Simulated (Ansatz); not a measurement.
Born–Oppenheimer molecular dynamics of a 20-atom Ti5Al2C3 cell at 14.98 Å³/atom, computed with Ansatz: Langevin thermostat at 4200 K, 106 steps of 2.0 fs, friction 0.005 1/fs. The run is short and the cell small, so it isn't an equilibrium average.

```yaml
crystal:
  lattice:
    - [6.501461, -0.02925, 0.085863]
    - [-0.02925, 6.673459, 0.054249]
    - [0.085863, 0.054249, 6.905416]
  atoms:
    - { symbol: Ti, position: [0.6823828605, 0.4485533086, 0.7332538084] }
    - { symbol: Ti, position: [0.4660383546, 0.2028606425, 0.1295066213] }
    - { symbol: Ti, position: [0.6996013994, 0.9432761357, 0.3628006687] }
    - { symbol: Ti, position: [0.4252853412, 0.8275784075, 0.5604430201] }
    - { symbol: Ti, position: [0.0700700503, 0.163983381, 0.3747035562] }
    - { symbol: Ti, position: [0.1171744397, 0.8118161745, 0.1344985405] }
    - { symbol: Ti, position: [0.8351617987, 0.5100389192, 0.2562956514] }
    - { symbol: Ti, position: [0.8755149971, 0.9825256779, 0.7430923356] }
    - { symbol: Ti, position: [0.5817017129, 0.8417205761, 0.9709159893] }
    - { symbol: Ti, position: [0.2068969768, 0.4552549285, 0.8832550396] }
    - { symbol: Al, position: [0.0607257957, 0.6059534866, 0.4990220842] }
    - { symbol: Al, position: [0.9194512118, 0.1461396484, 0.0374161098] }
    - { symbol: Al, position: [0.2997290409, 0.134634148, 0.7849799038] }
    - { symbol: Al, position: [0.4524033346, 0.2943474189, 0.4428276999] }
    - { symbol: C, position: [0.6463106533, 0.1598920902, 0.5792593297] }
    - { symbol: C, position: [0.178886075, 0.411423193, 0.1791090033] }
    - { symbol: C, position: [0.798741517, 0.5723193094, 0.9447970472] }
    - { symbol: C, position: [0.3432017811, 0.5432962482, 0.1035345086] }
    - { symbol: C, position: [0.3564122291, 0.5443429752, 0.3335991087] }
    - { symbol: C, position: [0.7171425219, 0.6338842143, 0.548432672] }
  symmetry: { detect: false }
basis:
  ecutwfc: 420
  xc_grid: 1
kpoints:
  mp_grid: { grid: [1, 1, 1], shift: [0.25, 0.25, 0.25] }
hamiltonian:
  xc: pbesol
scf:
  occupations: { method: fermi_dirac, width: 0.3619 }
  lower_state_search: "off"
  convergence: { dr2_threshold: 1.0e-05 }
output:
  forces: true
  stress: true
md:
  timestep: 2.0
  n_steps: 106
  ensemble: nvt_langevin
  friction: 0.005
  temperature: 4200.0
  initial_velocities: maxwell_boltzmann
  seed: 12980
```

```bash
ansatz run input.yaml --threads 2 --pin off --max-ram 5120MiB --backend cpu --events-out ev --progress --plain --runs-dir out
```

Level of theory: Ansatz 0.2.0, DFT PBEsol, scalar-relativistic, plane waves, PAW.

6 frames, positions in Å (not wrapped into the cell) and forces in eV/Å:

```xyz
20
Lattice="6.501 -0.029 0.086 -0.029 6.673 0.054 0.086 0.054 6.905" Properties=species:S:1:pos:R:3:forces:R:3 pbc="T T T" time_fs=0.0 temperature_K=3990 free_energy_over_first_frame_eV=0.000
Ti    4.486    3.013    5.146   -0.330   -3.680    1.450
Ti    3.035    1.347    0.945   -0.850    0.200   -3.240
Ti    4.552    6.294    2.617    1.920   -0.030   -0.670
Ti    2.789    5.541    3.952   -0.400   -1.520   -0.320
Ti    0.483    1.113    2.602    0.640    0.540    1.300
Ti    0.750    5.421    0.983    0.510   -0.900   -0.080
Ti    5.437    3.393    1.869   -2.610   -0.970   -2.510
Ti    5.727    6.572    5.260   -0.720   -1.500   -3.170
Ti    3.841    5.653    6.800   -0.060   -2.060    0.650
Ti    1.408    3.080    6.142   -3.040    2.670   -1.710
Al    0.420    4.069    3.484    0.910    1.140    2.010
Al    5.977    0.950    0.345   -0.710    1.220    1.300
Al    2.012    0.932    5.454    0.550   -2.590   -0.670
Al    2.971    1.975    3.113   -1.030    1.060    3.080
C     4.247    1.080    4.064    2.760   -2.410    1.690
C     1.166    2.750    1.275   -1.320   -0.580    2.170
C     5.257    3.847    6.624    1.730    2.200    3.380
C     2.224    3.621    0.774    1.960    1.640    3.260
C     2.330    3.640    2.364   -0.220    1.150   -3.680
C     4.691    4.239    3.883    0.310    4.420   -4.220
20
Lattice="6.501 -0.029 0.086 -0.029 6.673 0.054 0.086 0.054 6.905" Properties=species:S:1:pos:R:3:forces:R:3 pbc="T T T" time_fs=42.0 temperature_K=3683 free_energy_over_first_frame_eV=0.311
Ti    4.352    2.858    5.207    1.980    0.900    1.080
Ti    2.985    1.242    1.178   -2.590    2.540    0.560
Ti    5.121    6.034    2.390   -2.630   -1.280    2.120
Ti    2.846    5.548    3.718    0.780    0.070    0.080
Ti    0.678    1.075    2.663    0.270    1.430   -0.700
Ti    0.542    5.399    1.214    3.310   -0.850   -0.980
Ti    5.293    3.257    1.902    0.630   -0.950   -1.740
Ti    5.841    6.711    4.848   -1.830   -1.430    1.290
Ti    3.366    6.056    6.999    2.270   -2.890   -0.760
Ti    1.461    3.624    5.973   -0.210   -0.210    2.120
Al    0.759    3.899    3.612   -1.330    0.160   -1.730
Al    5.329    0.916    0.622    2.940    1.510   -2.930
Al    1.737    0.537    5.661   -0.920    1.020   -0.240
Al    2.717    2.018    3.736    0.280   -0.320   -0.610
C     3.756    0.606    4.950    0.390    0.140   -0.030
C     1.276    2.849    1.275   -1.220    0.120   -0.470
C     6.274    5.350    6.443   -0.670    0.060   -0.920
C     2.742    4.064    0.634   -1.500   -1.640    0.810
C     2.556    4.499    1.932    0.970    1.030    0.080
C     4.574    4.221    3.317   -0.930    0.580    2.950
20
Lattice="6.501 -0.029 0.086 -0.029 6.673 0.054 0.086 0.054 6.905" Properties=species:S:1:pos:R:3:forces:R:3 pbc="T T T" time_fs=84.0 temperature_K=3491 free_energy_over_first_frame_eV=-0.456
Ti    4.723    2.863    5.654   -0.470    2.080   -1.850
Ti    2.476    1.873    1.247    1.450   -1.550   -1.850
Ti    5.050    5.653    2.549   -1.500    0.670   -1.410
Ti    2.782    5.357    3.788   -1.740    2.190    4.260
Ti    0.539    1.218    2.662   -0.270   -0.150    0.330
Ti    0.893    5.148    1.329   -2.980    2.480    0.960
Ti    5.114    3.181    1.986   -1.140   -0.300   -0.750
Ti    5.693    6.312    4.588   -0.800   -1.030    2.330
Ti    3.452    5.700    7.053    0.670    0.320   -1.760
Ti    1.183    3.976    5.820    1.030   -1.960    1.740
Al    0.488    3.736    3.394    0.030    0.080    1.130
Al    5.559    1.210    0.329   -0.740   -1.590    1.550
Al    1.102    0.624    5.866    2.120   -0.630   -0.310
Al    2.813    1.988    4.129    0.000    0.190   -0.880
C     3.664    1.099    5.878    0.380   -0.700    0.720
C     0.649    2.915    1.139   -0.070   -0.340    0.940
C     6.647    5.317    6.669   -2.660    2.200   -3.330
C     2.379    3.816    1.349    1.820    0.680   -0.580
C     2.702    5.192    1.957    2.320   -0.880   -2.230
C     4.075    4.009    3.819    2.550   -1.730    1.000
20
Lattice="6.501 -0.029 0.086 -0.029 6.673 0.054 0.086 0.054 6.905" Properties=species:S:1:pos:R:3:forces:R:3 pbc="T T T" time_fs=128.0 temperature_K=4238 free_energy_over_first_frame_eV=-1.578
Ti    4.686    3.324    5.879    0.610   -2.570   -0.250
Ti    2.076    2.110    1.164   -0.430    1.240   -0.110
Ti    4.717    5.741    2.545   -1.450   -0.550   -1.320
Ti    2.562    5.299    4.344   -0.390   -0.790   -2.520
Ti    0.305    1.028    2.820    0.360   -0.650    0.300
Ti    0.870    5.185    1.164   -3.730   -0.010   -2.900
Ti    4.425    3.029    1.825    1.160   -0.330    1.190
Ti    5.170    5.844    4.840    2.350    2.040    0.000
Ti    3.743    5.327    6.586   -3.800    2.900    4.590
Ti    1.040    3.843    5.896   -0.640   -0.680    0.950
Al    0.177    3.715    3.400    1.520   -0.070   -0.640
Al    5.666    0.564    0.410   -0.300    0.560   -0.370
Al    1.573    0.760    5.797   -0.220   -0.810    0.420
Al    3.060    1.835    4.160    0.570    0.160   -0.810
C     3.981    1.318    6.473   -0.500   -0.180    0.200
C     0.005    3.360    1.389    0.180   -2.140    0.040
C     5.694    5.172    6.733    1.240   -0.640    0.430
C     2.468    4.090    2.167    1.350    1.030   -0.810
C     2.257    5.518    2.218    4.930    0.680    3.250
C     4.900    4.021    4.013   -2.820    0.800   -1.640
20
Lattice="6.501 -0.029 0.086 -0.029 6.673 0.054 0.086 0.054 6.905" Properties=species:S:1:pos:R:3:forces:R:3 pbc="T T T" time_fs=170.0 temperature_K=4106 free_energy_over_first_frame_eV=-1.394
Ti    4.627    3.184    5.773   -0.400   -0.660    0.060
Ti    1.721    2.336    1.068   -0.700   -0.530    1.940
Ti    4.570    5.807    2.381   -2.050   -1.860    0.580
Ti    2.436    4.941    4.279    0.980   -0.370   -1.240
Ti    0.477    0.127    3.030    1.170    1.310   -0.140
Ti    0.647    5.374    0.868   -0.570   -0.190    0.320
Ti    4.428    2.602    1.682   -4.380   -3.860    4.100
Ti    5.075    5.800    4.966    0.220   -0.040   -0.480
Ti    3.367    5.737    6.959    1.210   -2.620    1.770
Ti    1.225    3.541    6.322   -0.830   -0.740   -3.070
Al   -0.039    4.147    3.257   -0.410   -1.420    0.410
Al    5.383    0.408    0.244    2.250    2.040    0.410
Al    1.849    0.490    5.830   -1.700    1.670   -1.460
Al    3.706    1.587    3.868   -0.720   -1.010    1.180
C     3.925    1.039    6.140   -0.580    0.960   -1.060
C    -0.468    3.197    0.992    4.850    2.020   -1.840
C     4.951    4.075    7.667    1.600    5.420   -3.550
C     2.267    4.757    2.176   -0.540    1.680   -0.550
C     2.398    6.293    1.984   -0.900   -1.880    0.590
C     4.225    3.788    3.523    1.500    0.090    2.050
20
Lattice="6.501 -0.029 0.086 -0.029 6.673 0.054 0.086 0.054 6.905" Properties=species:S:1:pos:R:3:forces:R:3 pbc="T T T" time_fs=212.0 temperature_K=3847 free_energy_over_first_frame_eV=-1.431
Ti    4.488    2.665    5.842   -2.800    1.040   -2.010
Ti    1.411    2.249    1.654   -2.270    5.890   -0.700
Ti    3.960    5.285    2.574    2.330    0.590   -0.300
Ti    2.420    4.324    3.955    0.350   -0.180   -0.210
Ti    0.934   -0.343    3.312   -3.670    2.070    0.710
Ti    0.413    5.317    0.799   -1.130   -1.080   -1.040
Ti    4.355    2.449    1.819   -0.280    0.260   -2.070
Ti    5.249    5.590    5.162    0.540    0.550    0.290
Ti    3.352    5.621    7.113   -4.460   -0.630    0.360
Ti    1.322    3.169    5.516   -2.000    0.610    1.450
Al   -0.464    3.773    3.264    2.690   -0.010    0.170
Al    5.711    0.997    0.132    1.130   -1.730    0.510
Al    1.534    0.627    5.512    1.060   -0.890    1.900
Al    3.761    0.957    3.837   -0.990   -0.150    1.280
C     4.072    0.320    6.029    0.900    4.230   -3.080
C    -0.601    3.582   -0.383    0.660    2.790    1.240
C     4.975    4.790    6.954    3.740   -5.440    1.590
C     2.028    5.917    2.023    2.900   -1.630   -2.530
C     1.947    7.325    1.721    2.180   -5.870    0.500
C     4.174    3.306    3.530   -0.860   -0.410    1.930
```

Over the second half the temperature averages 4147 K and the pressure (kinetic part included, positive in compression) 2.6 GPa. Mean square displacements at the end: Al 0.87 Å², C 5.48 Å², Ti 1.19 Å² (from the start of this run, the atoms' common shift taken off).

One k point is coarse for so small a cell, so forces and above all the pressure are rough.

The run took 7.3 min on 2 threads of AMD EPYC (Zen 3), with other jobs on the host, peak memory 0.54 GiB.